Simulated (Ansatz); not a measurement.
# LaAg$_{2}$: reading a single point

```
La Ag
1.0
     2.28675    3.96077    0.00000
    -2.28675    3.96077    0.00000
     0.00000    0.00000    4.01984
La Ag
1 2
Direct
  0.00000 0.00000 0.00000
  0.33330 0.33340 0.50000
  0.66660 0.66670 0.50000
```

Method: PBEsol, no spin polarisation; PAW, plane waves to 420 eV, 9×9×8 Γ-centred mesh, fermi-dirac occupations (width 0.0235 eV) (Ansatz 0.2.0), atoms fixed.

What happens at the Fermi level?

It is a metal, with about 2.1 states/eV a cell as the mean within 0.25 eV of the Fermi level, mostly La d (58 %).

Which element gives electrons and which takes them?

Bader charges in e: La +1.42, Ag -0.71. In the mean La gives up most and Ag takes most.

Is it stable against the elements?

-0.23 eV an atom against the elements' usual phases (free molecules for gases, crystals otherwise, with no correction for O₂ or N₂), so it is bound against them; other compounds may still compete. Relaxing would lower it.

What does the stress say?

The pressure is 1.0 GPa (compression positive), so with the atoms held at these fractions the cell would first expand. The principal stresses -2.5, 2.8, 2.8 GPa differ, so its shape would change too.

Describe some of the short contacts.

Ag–Ag at 2.64 Å: least valence density 0.35 e/Å³ and ELF 0.20 there. La–Ag at 3.32 Å: least valence density 0.14 e/Å³ and ELF 0.15 there. These are pseudo-fields; inside the PAW spheres they differ from the all-electron ones.

Origin: a known structure type with other elements, at an estimated volume, so it need not be a known compound. Caveats: f levels without a U or exact exchange are poorly placed.
